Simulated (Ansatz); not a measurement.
Phonons of ScCo (CsCl-type structure)

Computed with Ansatz (plane waves, PAW, 420 eV cutoff): PBEsol, scalar-relativistic, collinear spin, Gaussian smearing of 0.15 eV. The datasets are Ansatz's generated set soft_2.

```xyz
2
Lattice="3.0719 0.0000 0.0000 0.0000 3.0719 0.0000 0.0000 0.0000 3.0719" Properties=species:S:1:pos:R:3 pbc="T T T"
Sc    0.0000    0.0000    0.0000
Co    1.5359    1.5359    1.5359
```

The start was a prototype's sites filled with these elements; the Crystallography Open Database holds the compound in this structure.

Moments typed, the run going on from the state of an earlier one (μB, in the order of the atoms): 0.0, 0.05.

The moments died out.

Force constants come from finite displacements in a 2×2×2 supercell (the unit cell's 12×12×12 k-mesh, folded to it); the long-range dipole term is not included. Points in reciprocal vectors of this cell: Γ = (0.000, 0.000, 0.000), X = (0.000, 0.500, 0.000), M = (0.500, 0.500, 0.000), R = (0.500, 0.500, 0.500).

**Question.** Is the structure dynamically stable along this path, and where does the spectrum end?

**Answer.** Yes: no branch is imaginary beyond numerical noise. The highest frequency is 318 cm⁻¹, at X. Points that don't fit the supercell are interpolated.

Frequencies at the named points (cm⁻¹, imaginary ones negative):
| point | ω (cm⁻¹) |
| --- | --- |
| Γ | 0 0 0 222 222 222 |
| X | 144 144 174 174 185 318 |
| M | 141 151 151 195 282 282 |
| R | 182 182 182 281 281 281 |

**Question.** What does the harmonic approximation give for the vibrational free energy, entropy and heat capacity?

**Answer.** Zero-point energy 36.4 meV/atom.
```tsv
T (K)	F_vib (meV/atom)	S (J/K per mole of atoms)	C_V (J/K per mole of atoms)
100	34.2	7.2	13.6
200	20.0	19.5	21.0
300	-5.1	28.5	23.1
400	-38.3	35.3	23.9
500	-77.8	40.7	24.2
600	-122.3	45.1	24.5
700	-171.0	48.9	24.6
800	-223.4	52.2	24.7
900	-279.0	55.1	24.7
1000	-337.4	57.7	24.8
```

The highest mode, 318 cm⁻¹, is worth 460 K. At 300 K the heat capacity has reached 93 % of the classical limit 3R = 24.9 J/K per mole of atoms.

The crystal is a metal or nearly so; low and unstable modes depend on mesh and smearing.

Cost: 2.5 min on 4 threads of Arm Neoverse V1, on a shared host, peak memory 2.6 GiB.
